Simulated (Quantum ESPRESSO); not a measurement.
Ga$_{3}$GeP$_{4}$ (made-up cell), Al$_{2}$ZnSiN$_{4}$ (made-up cell), MgGa$_{2}$SiN$_{4}$ (made-up cell) (calculated)

All values are calculated (Quantum ESPRESSO 7.5). Calculation on a made-up crystal cell, not a measurement: periodic Kohn-Sham density functional theory in plane waves with PseudoDojo standard norm-conserving scalar-relativistic pseudopotentials, each functional with its own files (v0.5 for PBE, v0.4.1 for LDA and PBEsol), no spin polarisation, no spin-orbit coupling, atoms not relaxed, stress positive in tension, energies less a fixed whole-eV offset for each atom's element; levels are Kohn-Sham levels at fractions of this cell's reciprocal vectors, counted from the reference band (half the neutral cell's valence electrons, rounded up) at Gamma; error bars cover cutoff and k-mesh only, not smearing or the files; added strain carries the atoms with the cell, and shear is the tensor component; each bar is the largest change over components, and at least 0.002 eV, 0.002 eV per angstrom or 0.02 GPa; energies are for the whole cell, and the offsets were chosen from early runs and are not element reference energies.

Common to all runs: functional pbe; scf tolerance 1e-07 eV; electrons removed 0.

(1) Ga$_{3}$GeP$_{4}$ (made-up cell)

```cif
# cell vector a (Å): 5.8175 -0.0488 -0.0022
# cell vector b (Å): -0.0488 5.8367 0.0967
# cell vector c (Å): -0.0022 0.0967 5.9398
data_Ga3GeP4
_symmetry_space_group_name_H-M 'P 1'
_symmetry_Int_Tables_number 1
_cell_length_a 5.8177
_cell_length_b 5.8377
_cell_length_c 5.9406
_cell_angle_alpha 88.118
_cell_angle_beta 90.051
_cell_angle_gamma 90.960
_cell_volume 201.62
loop_
_atom_site_label
_atom_site_type_symbol
_atom_site_fract_x
_atom_site_fract_y
_atom_site_fract_z
_atom_site_occupancy
Ga1 Ga 0.99872 0.01149 0.00284 1
Ga2 Ga 0.99903 0.51106 0.49909 1
Ge1 Ge 0.50577 0.98969 0.51158 1
Ga3 Ga 0.49320 0.49809 0.00091 1
P1 P 0.25972 0.25282 0.25779 1
P2 P 0.25657 0.74294 0.74666 1
P3 P 0.75507 0.24557 0.74683 1
P4 P 0.75102 0.75669 0.25288 1
```

```
lattice type             : zincblende/diamond
cutoff                   : 1088 eV
fermi dirac smearing     : 0.1 eV
k mesh                   : 6 x 6 x 6, shifted by half a step
free energy less offsets : -2.074 eV
smearing term minus ts   : -0.06941 eV
scf iterations           : 11
pressure                 : -6.832 GPa
stress xx                : 6.469 GPa
stress yy                : 6.587 GPa
stress zz                : 7.44 GPa
stress yz                : 1.223 GPa
stress xz                : 0.07252 GPa
stress xy                : -0.6252 GPa
fermi level              : 1.263 eV
reference band           : 37
error bar energy         : 0.002852 eV
error bar stress         : 0.02 GPa
error bar force          : 0.006595 eV/Å
error bar next band up   : 0.002 eV
error bar fermi level    : 0.03451 eV
error bars from          : tighter rerun of this cell
```

Atoms:
```tsv
atoms element	atom site	atom energy offset (eV)
Ga	1	-2080
Ga	2	-2080
Ge	3	-2430
Ga	4	-2080
P	5	-189
P	6	-189
P	7	-189
P	8	-189
```

Forces:
```tsv
site	x (eV/Å)	y (eV/Å)	z (eV/Å)
1	0.3184	-0.1446	0.08144
2	0.158	-0.3195	-0.1254
3	0.1704	0.3519	-0.442
4	0.493	-0.05825	0.01133
5	-0.4966	-0.06149	-0.06885
6	-0.5501	0.09971	0.5013
7	-0.09298	0.4235	0.3202
8	-3.898e-05	-0.2912	-0.2781
```

Levels:
```tsv
level k point	next band up (eV)
Gamma	1.467
(1/2,1/2,1/2)	0.8391
(0.15,0,0)	1.505
(0,0.15,0)	1.543
(0,0,0.15)	1.606
```

(2) Ga$_{3}$GeP$_{4}$ (made-up cell)

```cif
# cell vector a (Å): 5.8175 -0.0488 -0.0022
# cell vector b (Å): -0.0488 5.8367 0.0967
# cell vector c (Å): -0.0022 0.0967 5.9398
data_Ga3GeP4
_symmetry_space_group_name_H-M 'P 1'
_symmetry_Int_Tables_number 1
_cell_length_a 5.8177
_cell_length_b 5.8377
_cell_length_c 5.9406
_cell_angle_alpha 88.118
_cell_angle_beta 90.051
_cell_angle_gamma 90.960
_cell_volume 201.62
loop_
_atom_site_label
_atom_site_type_symbol
_atom_site_fract_x
_atom_site_fract_y
_atom_site_fract_z
_atom_site_occupancy
Ga1 Ga 0.99872 0.01149 0.00284 1
Ga2 Ga 0.99903 0.51106 0.49909 1
Ga3 Ga 0.50577 0.98969 0.51158 1
Ge1 Ge 0.49320 0.49809 0.00091 1
P1 P 0.25972 0.25282 0.25779 1
P2 P 0.25657 0.74294 0.74666 1
P3 P 0.75507 0.24557 0.74683 1
P4 P 0.75102 0.75669 0.25288 1
```

```
lattice type             : zincblende/diamond
cutoff                   : 1088 eV
fermi dirac smearing     : 0.1 eV
k mesh                   : 6 x 6 x 6, shifted by half a step
free energy less offsets : -2.113 eV
smearing term minus ts   : -0.06824 eV
scf iterations           : 11
pressure                 : -6.938 GPa
stress xx                : 6.571 GPa
stress yy                : 6.737 GPa
stress zz                : 7.506 GPa
stress yz                : 1.12 GPa
stress xz                : -0.02222 GPa
stress xy                : -0.4792 GPa
fermi level              : 1.238 eV
reference band           : 37
error bar energy         : 0.002852 eV
error bar stress         : 0.02 GPa
error bar force          : 0.006595 eV/Å
error bar next band up   : 0.002 eV
error bar fermi level    : 0.03451 eV
error bars from          : tighter rerun of a related cell
```

Atoms:
```tsv
atoms element	atom site	atom energy offset (eV)
Ga	1	-2080
Ga	2	-2080
Ga	3	-2080
Ge	4	-2430
P	5	-189
P	6	-189
P	7	-189
P	8	-189
```

Forces:
```tsv
site	x (eV/Å)	y (eV/Å)	z (eV/Å)
1	0.2892	-0.1591	0.02563
2	0.1274	-0.2934	-0.07651
3	0.2303	0.2615	-0.3217
4	0.6537	-0.0326	-0.03091
5	-0.5516	-0.2455	0.1445
6	-0.632	0.3471	0.2302
7	-0.08677	0.1263	-0.007788
8	-0.03022	-0.004347	0.03663
```

Levels:
```tsv
level k point	next band up (eV)
Gamma	1.308
(1/2,1/2,1/2)	0.8683
(0.15,0,0)	1.458
(0,0.15,0)	1.486
(0,0,0.15)	1.598
```

(3) Al$_{2}$ZnSiN$_{4}$ (made-up cell)

```cif
# cell vector a (Å): 4.5337 0.0000 0.0000
# cell vector b (Å): 0.0000 4.5337 0.0000
# cell vector c (Å): 0.0000 0.0000 4.5337
data_Al2ZnSiN4
_symmetry_space_group_name_H-M 'P 1'
_symmetry_Int_Tables_number 1
_cell_length_a 4.5337
_cell_length_b 4.5337
_cell_length_c 4.5337
_cell_angle_alpha 90.000
_cell_angle_beta 90.000
_cell_angle_gamma 90.000
_cell_volume 93.19
loop_
_atom_site_label
_atom_site_type_symbol
_atom_site_fract_x
_atom_site_fract_y
_atom_site_fract_z
_atom_site_occupancy
Zn1 Zn 0.98110 0.00053 0.00662 1
Al1 Al 0.99874 0.52333 0.47026 1
Si1 Si 0.48667 0.00637 0.49048 1
Al2 Al 0.52141 0.48210 0.01222 1
N1 N 0.27622 0.26197 0.28332 1
N2 N 0.22090 0.74165 0.76247 1
N3 N 0.75645 0.25277 0.74749 1
N4 N 0.74742 0.73430 0.23019 1
```

```
lattice type             : zincblende/diamond
cutoff                   : 1143 eV
fermi dirac smearing     : 0.025 eV
k mesh                   : 4 x 4 x 4, shifted by half a step
free energy less offsets : -2.595 eV
smearing term minus ts   : 0 eV
scf iterations           : 12
pressure                 : -11.23 GPa
stress xx                : 10.82 GPa
stress yy                : 11.18 GPa
stress zz                : 11.68 GPa
stress yz                : 1.048 GPa
stress xz                : -1.632 GPa
stress xy                : 0.1673 GPa
error bar energy         : 0.002255 eV
error bar stress         : 0.02 GPa
error bar force          : 0.002 eV/Å
error bars from          : tighter rerun of a related cell
```

Atoms:
```tsv
atoms element	atom site	atom energy offset (eV)
Zn	1	-5687
Al	2	-64
Si	3	-115
Al	4	-64
N	5	-283
N	6	-283
N	7	-283
N	8	-283
```

Forces:
```tsv
site	x (eV/Å)	y (eV/Å)	z (eV/Å)
1	1.175	0.7476	-0.3039
2	0.5114	-1.31	2.549
3	0.5188	-0.4103	1.955
4	-1.812	0.1618	-1.832
5	0.3944	-0.6992	-0.3647
6	3.189	0.1383	-2.292
7	-2.049	0.04831	-2.468
8	-1.928	1.324	2.756
```

(4) Al$_{2}$ZnSiN$_{4}$ (made-up cell)

```cif
# cell vector a (Å): 4.5337 0.0000 0.0000
# cell vector b (Å): 0.0000 4.5337 0.0000
# cell vector c (Å): 0.0000 0.0000 4.5337
data_Al2ZnSiN4
_symmetry_space_group_name_H-M 'P 1'
_symmetry_Int_Tables_number 1
_cell_length_a 4.5337
_cell_length_b 4.5337
_cell_length_c 4.5337
_cell_angle_alpha 90.000
_cell_angle_beta 90.000
_cell_angle_gamma 90.000
_cell_volume 93.19
loop_
_atom_site_label
_atom_site_type_symbol
_atom_site_fract_x
_atom_site_fract_y
_atom_site_fract_z
_atom_site_occupancy
Zn1 Zn 0.98110 0.00053 0.00662 1
Al1 Al 0.99874 0.52333 0.47026 1
Si1 Si 0.48667 0.00637 0.49048 1
Al2 Al 0.52141 0.48210 0.01222 1
N1 N 0.27622 0.26197 0.28332 1
N2 N 0.22090 0.74165 0.76247 1
N3 N 0.75645 0.25277 0.75001 1
N4 N 0.74742 0.73430 0.23019 1
```

```
lattice type             : zincblende/diamond
cutoff                   : 1143 eV
fermi dirac smearing     : 0.025 eV
k mesh                   : 4 x 4 x 4, shifted by half a step
free energy less offsets : -2.566 eV
smearing term minus ts   : 0 eV
scf iterations           : 12
pressure                 : -11.1 GPa
stress xx                : 10.68 GPa
stress yy                : 10.99 GPa
stress zz                : 11.63 GPa
stress yz                : 1.034 GPa
stress xz                : -1.598 GPa
stress xy                : 0.2323 GPa
error bar energy         : 0.002255 eV
error bar stress         : 0.02 GPa
error bar force          : 0.002 eV/Å
error bars from          : tighter rerun of this cell
```

Atoms:
```tsv
atoms element	atom site	atom energy offset (eV)
Zn	1	-5687
Al	2	-64
Si	3	-115
Al	4	-64
N	5	-283
N	6	-283
N	7	-283
N	8	-283
```

Forces:
```tsv
site	x (eV/Å)	y (eV/Å)	z (eV/Å)
1	1.209	0.7074	-0.2677
2	0.5126	-1.309	2.571
3	0.5018	-0.4258	1.973
4	-1.842	0.1903	-1.791
5	0.3984	-0.6976	-0.3374
6	3.188	0.1361	-2.296
7	-2.04	0.07772	-2.633
8	-1.928	1.321	2.781
```

(5) Al$_{2}$ZnSiN$_{4}$ (made-up cell)

```cif
# cell vector a (Å): 4.5337 0.0000 0.0000
# cell vector b (Å): 0.0000 4.5337 0.0000
# cell vector c (Å): 0.0000 0.0000 4.5337
data_Al2ZnSiN4
_symmetry_space_group_name_H-M 'P 1'
_symmetry_Int_Tables_number 1
_cell_length_a 4.5337
_cell_length_b 4.5337
_cell_length_c 4.5337
_cell_angle_alpha 90.000
_cell_angle_beta 90.000
_cell_angle_gamma 90.000
_cell_volume 93.19
loop_
_atom_site_label
_atom_site_type_symbol
_atom_site_fract_x
_atom_site_fract_y
_atom_site_fract_z
_atom_site_occupancy
Zn1 Zn 0.98110 0.00053 0.00662 1
Al1 Al 0.99874 0.52333 0.47026 1
Si1 Si 0.48667 0.00637 0.49048 1
Al2 Al 0.52141 0.48210 0.01222 1
N1 N 0.27622 0.26197 0.28332 1
N2 N 0.22090 0.74165 0.76247 1
N3 N 0.75645 0.25277 0.76253 1
N4 N 0.74742 0.73430 0.23019 1
```

```
lattice type             : zincblende/diamond
cutoff                   : 1143 eV
fermi dirac smearing     : 0.025 eV
k mesh                   : 4 x 4 x 4, shifted by half a step
free energy less offsets : -2.393 eV
smearing term minus ts   : 0 eV
scf iterations           : 13
pressure                 : -10.37 GPa
stress xx                : 9.863 GPa
stress yy                : 9.884 GPa
stress zz                : 11.36 GPa
stress yz                : 0.9475 GPa
stress xz                : -1.421 GPa
stress xy                : 0.6147 GPa
error bar energy         : 0.002255 eV
error bar stress         : 0.02 GPa
error bar force          : 0.002 eV/Å
error bars from          : tighter rerun of a related cell
```

Atoms:
```tsv
atoms element	atom site	atom energy offset (eV)
Zn	1	-5687
Al	2	-64
Si	3	-115
Al	4	-64
N	5	-283
N	6	-283
N	7	-283
N	8	-283
```

Forces:
```tsv
site	x (eV/Å)	y (eV/Å)	z (eV/Å)
1	1.404	0.4826	-0.07509
2	0.5265	-1.293	2.666
3	0.4101	-0.5081	2.048
4	-2.017	0.357	-1.567
5	0.4145	-0.6893	-0.2016
6	3.185	0.1248	-2.316
7	-1.992	0.2193	-3.458
8	-1.931	1.307	2.904
```

(6) Al$_{2}$ZnSiN$_{4}$ (made-up cell)

```cif
# cell vector a (Å): 4.5337 0.0000 0.0000
# cell vector b (Å): 0.0000 4.5337 0.0000
# cell vector c (Å): 0.0000 0.0000 4.5337
data_Al2ZnSiN4
_symmetry_space_group_name_H-M 'P 1'
_symmetry_Int_Tables_number 1
_cell_length_a 4.5337
_cell_length_b 4.5337
_cell_length_c 4.5337
_cell_angle_alpha 90.000
_cell_angle_beta 90.000
_cell_angle_gamma 90.000
_cell_volume 93.19
loop_
_atom_site_label
_atom_site_type_symbol
_atom_site_fract_x
_atom_site_fract_y
_atom_site_fract_z
_atom_site_occupancy
Zn1 Zn 0.98110 0.00053 0.00662 1
Al1 Al 0.99874 0.52333 0.47026 1
Si1 Si 0.48667 0.00637 0.49048 1
Al2 Al 0.52141 0.48210 0.01222 1
N1 N 0.27622 0.26197 0.28332 1
N2 N 0.22090 0.74165 0.76247 1
N3 N 0.75645 0.25277 0.76928 1
N4 N 0.74742 0.73430 0.23019 1
```

```
lattice type             : zincblende/diamond
cutoff                   : 1143 eV
fermi dirac smearing     : 0.025 eV
k mesh                   : 4 x 4 x 4, shifted by half a step
free energy less offsets : -2.28 eV
smearing term minus ts   : 0 eV
scf iterations           : 13
pressure                 : -9.898 GPa
stress xx                : 9.323 GPa
stress yy                : 9.184 GPa
stress zz                : 11.19 GPa
stress yz                : 0.8889 GPa
stress xz                : -1.319 GPa
stress xy                : 0.8665 GPa
error bar energy         : 0.002255 eV
error bar stress         : 0.02 GPa
error bar force          : 0.002 eV/Å
error bars from          : tighter rerun of a related cell
```

Atoms:
```tsv
atoms element	atom site	atom energy offset (eV)
Zn	1	-5687
Al	2	-64
Si	3	-115
Al	4	-64
N	5	-283
N	6	-283
N	7	-283
N	8	-283
```

Forces:
```tsv
site	x (eV/Å)	y (eV/Å)	z (eV/Å)
1	1.525	0.3437	0.03642
2	0.5391	-1.279	2.707
3	0.3568	-0.5556	2.077
4	-2.129	0.465	-1.432
5	0.4205	-0.6847	-0.1285
6	3.183	0.1183	-2.326
7	-1.962	0.292	-3.903
8	-1.933	1.3	2.97
```

(7) Al$_{2}$ZnSiN$_{4}$ (made-up cell)

```cif
# cell vector a (Å): 4.5337 0.0000 0.0000
# cell vector b (Å): 0.0000 4.5337 0.0000
# cell vector c (Å): 0.0000 0.0000 4.5337
data_Al2ZnSiN4
_symmetry_space_group_name_H-M 'P 1'
_symmetry_Int_Tables_number 1
_cell_length_a 4.5337
_cell_length_b 4.5337
_cell_length_c 4.5337
_cell_angle_alpha 90.000
_cell_angle_beta 90.000
_cell_angle_gamma 90.000
_cell_volume 93.19
loop_
_atom_site_label
_atom_site_type_symbol
_atom_site_fract_x
_atom_site_fract_y
_atom_site_fract_z
_atom_site_occupancy
Zn1 Zn 0.98110 0.00053 0.00662 1
Al1 Al 0.99874 0.52333 0.47026 1
Si1 Si 0.48667 0.00637 0.49048 1
Al2 Al 0.52141 0.48210 0.01222 1
N1 N 0.27622 0.26197 0.28332 1
N2 N 0.22090 0.74165 0.76247 1
N3 N 0.75645 0.25277 0.77572 1
N4 N 0.74742 0.73430 0.23019 1
```

```
lattice type             : zincblende/diamond
cutoff                   : 1143 eV
fermi dirac smearing     : 0.025 eV
k mesh                   : 4 x 4 x 4, shifted by half a step
free energy less offsets : -2.16 eV
smearing term minus ts   : 0 eV
scf iterations           : 13
pressure                 : -9.398 GPa
stress xx                : 8.744 GPa
stress yy                : 8.448 GPa
stress zz                : 11 GPa
stress yz                : 0.8249 GPa
stress xz                : -1.217 GPa
stress xy                : 1.142 GPa
error bar energy         : 0.002255 eV
error bar stress         : 0.02 GPa
error bar force          : 0.002 eV/Å
error bars from          : tighter rerun of a related cell
```

Atoms:
```tsv
atoms element	atom site	atom energy offset (eV)
Zn	1	-5687
Al	2	-64
Si	3	-115
Al	4	-64
N	5	-283
N	6	-283
N	7	-283
N	8	-283
```

Forces:
```tsv
site	x (eV/Å)	y (eV/Å)	z (eV/Å)
1	1.652	0.199	0.147
2	0.5538	-1.261	2.739
3	0.3036	-0.6024	2.097
4	-2.249	0.5807	-1.295
5	0.4246	-0.6803	-0.0588
6	3.182	0.112	-2.335
7	-1.931	0.3587	-4.327
8	-1.936	1.294	3.032
```

(8) Al$_{2}$ZnSiN$_{4}$ (made-up cell)

```cif
# cell vector a (Å): 4.5337 0.0000 0.0000
# cell vector b (Å): 0.0000 4.5337 0.0000
# cell vector c (Å): 0.0000 0.0000 4.5337
data_Al2ZnSiN4
_symmetry_space_group_name_H-M 'P 1'
_symmetry_Int_Tables_number 1
_cell_length_a 4.5337
_cell_length_b 4.5337
_cell_length_c 4.5337
_cell_angle_alpha 90.000
_cell_angle_beta 90.000
_cell_angle_gamma 90.000
_cell_volume 93.19
loop_
_atom_site_label
_atom_site_type_symbol
_atom_site_fract_x
_atom_site_fract_y
_atom_site_fract_z
_atom_site_occupancy
Zn1 Zn 0.98110 0.00053 0.00662 1
Al1 Al 0.99874 0.52333 0.47026 1
Si1 Si 0.48667 0.00637 0.49048 1
Al2 Al 0.52141 0.48210 0.01222 1
N1 N 0.27622 0.26197 0.28332 1
N2 N 0.22090 0.74165 0.76247 1
N3 N 0.75645 0.25277 0.78382 1
N4 N 0.74742 0.73430 0.23019 1
```

```
lattice type             : zincblende/diamond
cutoff                   : 1143 eV
fermi dirac smearing     : 0.025 eV
k mesh                   : 4 x 4 x 4, shifted by half a step
free energy less offsets : -1.991 eV
smearing term minus ts   : 0 eV
scf iterations           : 12
pressure                 : -8.703 GPa
stress xx                : 7.926 GPa
stress yy                : 7.429 GPa
stress zz                : 10.75 GPa
stress yz                : 0.7327 GPa
stress xz                : -1.083 GPa
stress xy                : 1.542 GPa
error bar energy         : 0.002255 eV
error bar stress         : 0.02 GPa
error bar force          : 0.002 eV/Å
error bars from          : tighter rerun of a related cell
```

Atoms:
```tsv
atoms element	atom site	atom energy offset (eV)
Zn	1	-5687
Al	2	-64
Si	3	-115
Al	4	-64
N	5	-283
N	6	-283
N	7	-283
N	8	-283
```

Forces:
```tsv
site	x (eV/Å)	y (eV/Å)	z (eV/Å)
1	1.828	-0.0005638	0.2911
2	0.5757	-1.235	2.771
3	0.2343	-0.663	2.111
4	-2.418	0.7445	-1.11
5	0.4272	-0.6747	0.02862
6	3.18	0.1038	-2.345
7	-1.888	0.4386	-4.856
8	-1.939	1.287	3.11
```

(9) Al$_{2}$ZnSiN$_{4}$ (made-up cell)

```cif
# cell vector a (Å): 4.5337 0.0000 0.0000
# cell vector b (Å): 0.0000 4.5337 0.0000
# cell vector c (Å): 0.0000 0.0000 4.5337
data_Al2ZnSiN4
_symmetry_space_group_name_H-M 'P 1'
_symmetry_Int_Tables_number 1
_cell_length_a 4.5337
_cell_length_b 4.5337
_cell_length_c 4.5337
_cell_angle_alpha 90.000
_cell_angle_beta 90.000
_cell_angle_gamma 90.000
_cell_volume 93.19
loop_
_atom_site_label
_atom_site_type_symbol
_atom_site_fract_x
_atom_site_fract_y
_atom_site_fract_z
_atom_site_occupancy
Zn1 Zn 0.98110 0.00053 0.00662 1
Al1 Al 0.99874 0.52333 0.47026 1
Si1 Si 0.48667 0.00637 0.49048 1
Al2 Al 0.52141 0.48210 0.01222 1
N1 N 0.27622 0.26197 0.28332 1
N2 N 0.22090 0.74165 0.76247 1
N3 N 0.75645 0.25277 0.79002 1
N4 N 0.74742 0.73430 0.23019 1
```

```
lattice type             : zincblende/diamond
cutoff                   : 1143 eV
fermi dirac smearing     : 0.025 eV
k mesh                   : 4 x 4 x 4, shifted by half a step
free energy less offsets : -1.849 eV
smearing term minus ts   : 0 eV
scf iterations           : 12
pressure                 : -8.12 GPa
stress xx                : 7.229 GPa
stress yy                : 6.577 GPa
stress zz                : 10.55 GPa
stress yz                : 0.6536 GPa
stress xz                : -0.9756 GPa
stress xy                : 1.892 GPa
error bar energy         : 0.002255 eV
error bar stress         : 0.02 GPa
error bar force          : 0.002 eV/Å
error bars from          : tighter rerun of a related cell
```

Atoms:
```tsv
atoms element	atom site	atom energy offset (eV)
Zn	1	-5687
Al	2	-64
Si	3	-115
Al	4	-64
N	5	-283
N	6	-283
N	7	-283
N	8	-283
```

Forces:
```tsv
site	x (eV/Å)	y (eV/Å)	z (eV/Å)
1	1.974	-0.1662	0.4031
2	0.5948	-1.213	2.788
3	0.1798	-0.7103	2.114
4	-2.562	0.8842	-0.9616
5	0.4275	-0.6705	0.09573
6	3.179	0.0972	-2.352
7	-1.851	0.4965	-5.257
8	-1.941	1.282	3.17
```

(10) MgGa$_{2}$SiN$_{4}$ (made-up cell)

```cif
# cell vector a (Å): 4.3261 0.0331 0.0021
# cell vector b (Å): 0.0331 4.2547 -0.0584
# cell vector c (Å): 0.0021 -0.0584 4.3078
data_MgGa2SiN4
_symmetry_space_group_name_H-M 'P 1'
_symmetry_Int_Tables_number 1
_cell_length_a 4.3262
_cell_length_b 4.2552
_cell_length_c 4.3082
_cell_angle_alpha 91.563
_cell_angle_beta 89.950
_cell_angle_gamma 89.116
_cell_volume 79.27
loop_
_atom_site_label
_atom_site_type_symbol
_atom_site_fract_x
_atom_site_fract_y
_atom_site_fract_z
_atom_site_occupancy
Ga1 Ga 0.00975 0.99795 0.99681 1
Si1 Si 0.00632 0.51408 0.50304 1
Ga2 Ga 0.49952 0.00233 0.50596 1
Mg1 Mg 0.49276 0.49706 0.01082 1
N1 N 0.49187 0.99533 0.99512 1
N2 N 0.50470 0.50004 0.49862 1
N3 N 0.00675 0.99149 0.50861 1
N4 N 0.98164 0.49932 0.99232 1
```

```
lattice type         : rocksalt
cutoff               : 1143 eV
fermi dirac smearing : 0.1 eV
k mesh               : 6 x 6 x 6, shifted by half a step
pressure             : -10.49 GPa
stress xx            : 12.42 GPa
stress yy            : 7.357 GPa
stress zz            : 11.71 GPa
stress yz            : -4.793 GPa
stress xz            : -0.177 GPa
stress xy            : 2.767 GPa
error bar stress     : 0.2104 GPa
error bar force      : 0.01341 eV/Å
error bars from      : tighter rerun of a related cell
```

Atoms:
```tsv
atoms element	atom site
Ga	1
Si	2
Ga	3
Mg	4
N	5
N	6
N	7
N	8
```

Forces:
```tsv
site	x (eV/Å)	y (eV/Å)	z (eV/Å)
1	-0.2982	0.1694	0.1803
2	-0.2436	0.2235	0.3295
3	0.2517	0.04865	-0.04641
4	0.09955	-0.006017	-0.5205
5	-0.01344	0.1664	0.2996
6	-0.3118	-0.09329	0.2054
7	-0.2591	-0.4568	-0.404
8	0.7748	-0.05184	-0.04395
```
